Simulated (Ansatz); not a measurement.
**Ga$_{3}$Se: tetragonal deformation path**

All numbers below come from DFT PBEsol+D3(BJ), scalar-relativistic, plane waves, PAW (Ansatz). Settings: plane waves to 420 eV, k-mesh 12×12×12 (Γ-centred), Gaussian smearing 0.15 eV. No spin polarisation. Energies are free energies at this smearing, counted from the undisturbed cell; pressure is positive in compression.

The starting cell (relaxed at this level; with this scan's settings it stands at 0.1 GPa; it needn't be the usual structure):

```xyz
4
Lattice="4.2249 0.0000 0.0000 0.0000 4.2249 0.0000 0.0000 0.0000 4.2249" Properties=species:S:1:pos:R:3 pbc="T T T"
Ga    0.0000    2.1125    2.1125
Ga    2.1125    0.0000    2.1125
Ga    2.1125    2.1125    0.0000
Se    0.0000    0.0000    0.0000
```

At fixed volume and fractional coordinates, lengths along (0.000, 0.000, 1.000) are scaled against those across it; ρ is that ratio over its starting value. The cell is metallic on the mesh throughout.

```csv
ρ,ΔE (meV/atom)
0.707,7.8
0.780,-1.4
0.850,-0.3
1.000,0.0
1.200,7.5
1.414,36.9
```

Cost: 6 runs of about 1.5 core-minutes in all, on Intel Xeon Platinum 8488C (Sapphire Rapids) (shared hosts).